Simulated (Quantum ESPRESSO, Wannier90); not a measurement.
**GaSb (zinc blende): Wannier90 run**

```xyz
2
Lattice="0.0000 3.0686 3.0686 3.0686 0.0000 3.0686 3.0686 3.0686 0.0000" Properties=species:S:1:pos:R:3 pbc="T T T"
Ga     0.0000     0.0000     0.0000
Sb     1.5343     1.5343     1.5343
```

Materials Project entry mp-1156; symmetrised, unrelaxed at this level. COD (Crystallography Open Database) has an entry of this formula and space group (matched by these alone). Method: PBEsol plane waves in Quantum ESPRESSO 7.5 (PseudoDojo norm-conserving files, 64 Ry, spinors with spin-orbit coupling), Bloch states on a 6×6×6 mesh through Γ, Wannier90 4.0.1. Density: 10×10×10 mesh, cold smearing 0.01 Ry. With spin-orbit coupling a semilocal functional can close or falsely invert a small gap; the band order was not checked against a better method.

A tight-binding model is made by disentanglement and projection with no localisation steps (num_iter = 0), so the 16 orbitals stay atom-like: hydrogen-like Ga: s;p; Sb: s;p, axes along x, y, z; frozen window up to 1.50 eV relative to the Fermi level. It follows pw.x to 16 meV rms for states up to 1.0 eV relative to the Fermi level. Matrix elements depend on this choice of orbitals and windows.

The 45 largest hoppings ⟨m,0|H|n,R⟩ between different sites (one of each Hermitian pair; signs follow the real orbitals' lobes; the list may end inside a set of equal values):

```csv
m,n,R,distance of the centres (Å),t (eV),Im t (eV)
Sb2 s↓,Ga1 s↓,0 0 0,2.66,-1.328,0.000
Sb2 s↑,Ga1 s↑,0 1 0,2.66,-1.328,0.000
Sb2 s↑,Ga1 s↑,0 0 0,2.66,-1.328,0.000
Sb2 s↑,Ga1 s↑,0 0 1,2.66,-1.328,0.000
Sb2 s↓,Ga1 s↓,0 0 1,2.66,-1.328,0.000
Sb2 s↓,Ga1 s↓,0 1 0,2.66,-1.328,0.000
Sb2 s↑,Ga1 s↑,1 0 0,2.66,-1.328,0.000
Sb2 s↓,Ga1 s↓,1 0 0,2.66,-1.328,0.000
Sb2 s↑,Ga1 px↑,0 1 0,2.66,1.233,-0.002
Sb2 s↓,Ga1 py↓,0 0 0,2.66,-1.233,-0.002
Sb2 s↓,Ga1 py↓,0 0 1,2.66,1.233,0.002
Sb2 s↑,Ga1 px↑,1 0 0,2.66,-1.233,0.002
Sb2 s↑,Ga1 pz↑,0 0 0,2.66,-1.233,0.000
Sb2 s↓,Ga1 py↓,0 1 0,2.66,-1.233,0.002
Sb2 s↓,Ga1 py↓,1 0 0,2.66,1.233,-0.002
Sb2 s↓,Ga1 pz↓,0 0 0,2.66,-1.233,0.000
Sb2 s↑,Ga1 pz↑,0 0 1,2.66,-1.233,0.000
Sb2 s↓,Ga1 pz↓,0 0 1,2.66,-1.233,0.000
Sb2 s↑,Ga1 pz↑,0 1 0,2.66,1.233,0.000
Sb2 s↑,Ga1 py↑,0 1 0,2.66,-1.233,-0.002
Sb2 s↓,Ga1 pz↓,0 1 0,2.66,1.233,0.000
Sb2 s↑,Ga1 py↑,1 0 0,2.66,1.233,0.002
Sb2 s↓,Ga1 pz↓,1 0 0,2.66,1.233,0.000
Sb2 s↑,Ga1 px↑,0 0 0,2.66,-1.233,-0.002
Sb2 s↑,Ga1 pz↑,1 0 0,2.66,1.233,0.000
Sb2 s↓,Ga1 px↓,0 0 0,2.66,-1.233,0.002
Sb2 s↑,Ga1 px↑,0 0 1,2.66,1.233,0.002
Sb2 s↓,Ga1 px↓,0 0 1,2.66,1.233,-0.002
Sb2 s↓,Ga1 px↓,0 1 0,2.66,1.233,0.002
Sb2 s↑,Ga1 py↑,0 0 1,2.66,1.233,-0.002
Sb2 s↓,Ga1 px↓,1 0 0,2.66,-1.233,-0.002
Sb2 s↑,Ga1 py↑,0 0 0,2.66,-1.233,0.002
Sb2 px↓,Ga1 py↓,0 0 0,2.66,1.202,-0.015
Sb2 px↓,Ga1 py↓,0 0 1,2.66,1.202,-0.015
Sb2 px↓,Ga1 py↓,0 1 0,2.66,-1.202,-0.015
Sb2 py↑,Ga1 px↑,0 1 0,2.66,-1.202,-0.015
Sb2 px↓,Ga1 py↓,1 0 0,2.66,-1.202,-0.015
Sb2 py↑,Ga1 px↑,1 0 0,2.66,-1.202,-0.015
Sb2 py↑,Ga1 px↑,0 0 0,2.66,1.202,-0.015
Sb2 py↑,Ga1 px↑,0 0 1,2.66,1.202,-0.015
Sb2 px↑,Ga1 pz↑,0 1 0,2.66,1.202,-0.004
Sb2 px↑,Ga1 py↑,0 1 0,2.66,-1.202,0.015
Sb2 py↑,Ga1 pz↑,0 1 0,2.66,-1.202,-0.004
Sb2 px↓,Ga1 pz↓,0 0 0,2.66,1.202,-0.004
Sb2 py↓,Ga1 px↓,0 0 0,2.66,1.202,0.015
```
